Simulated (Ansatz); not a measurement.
Data:

AlN:
Space group Pm-3m (No. 221); a = 2.5850 Å, b = 2.5850 Å, c = 2.5850 Å, α = 90.00°, β = 90.00°, γ = 90.00°

```csv
atom,site,symmetry,x,y,z
Al,1a,m-3m,0.0000,0.0000,0.0000
N,1b,m-3m,0.5000,0.5000,0.5000
```

This is the r²SCAN-relaxed structure.

All from plane-wave PAW r²SCAN (Ansatz code), unless another level is named. Predict the electronic character.

metallic (no gap).

What about the formation energy from the elements (no fitted shifts)?

283 meV/atom.

Give the density of states at the Fermi level.

0.20 states/eV per atom (mean over ±0.08 eV).

The cell is a constructed one: a structure type filled with these elements; neither database checked (COD, Materials Project) lists it. It is not the phase usual at ambient conditions (space group No. 186, 216). Symmetry was held in the r²SCAN relaxation. At this level the phase is mechanically unstable. The references are the lowest solids computed at this level, not always the standard phases (solids in place of the gases).

Potentials: the earlier of the program's two PAW sets. The files were generated under PBE; for other functionals the program regenerates the frozen cores, and for LDA and PBEsol the local potential too.
